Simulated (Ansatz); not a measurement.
Theory: DFT PBE, scalar-relativistic, plane waves, PAW (Ansatz 0.2.0). Settings: cutoff 420 eV, Γ-centred meshes spaced at most about 0.3 Å⁻¹, and about 0.25 Å⁻¹ or finer for metals (2π included), Gaussian smearing. No spin polarisation in the final relaxations.

Temperature and zero-point effects are left out.

Two forms of LuTl2 were relaxed alike.

A.

Space group P6/mmm (No. 191). a = 3.456 Å, b = 3.456 Å, c = 9.306 Å, α = 90.00°, β = 90.00°, γ = 120.00°
```csv
atom,site,symmetry,x,y,z
Lu,1a,6/mmm,0.0000,0.0000,0.0000
Tl,2e,6mm,0.0000,0.0000,0.3315
```

B.

Space group P6/mmm (No. 191). a = 5.304 Å, b = 5.304 Å, c = 3.362 Å, α = 90.00°, β = 90.00°, γ = 120.00°
```
atom  site  symmetry       x       y       z
  Lu    1a     6/mmm  0.0000  0.0000  0.0000
  Tl    2d      -6m2  0.3333  0.6667  0.5000
```

Problem. Which form is favoured at zero pressure, and by what margin per atom?

Solution. B is lower, by 204 meV/atom. A has space group P6/mmm (No. 191), 32.1 Å³/atom and no gap on its mesh; B has space group P6/mmm (No. 191), 27.3 Å³/atom and no gap. Counting all near atoms (those within 1.25 times the shortest distance at each site; a plus sign parts nearer from farther groups), A has Lu 2+6, Tl 2+6 and B has Lu 14, Tl 11. The denser one is the lower, and pressure would at first widen the difference. In A, Lu is surrounded by 2 Tl at 3.09 Å and 6 Lu at 3.46 Å; Tl has 1 Lu at 3.09 Å, 1 Tl at 3.14 Å and 6 Tl at 3.46 Å. In B, Lu has 2 Lu at 3.36 Å and 12 Tl at 3.49 Å; around Tl lie 3 Tl at 3.06 Å, 2 Tl at 3.36 Å and 6 Lu at 3.49 Å. Both come from invented guesses.

These runs have no spin–orbit coupling, which can matter for Tl. Cells relaxed within their symmetry can be saddle points.
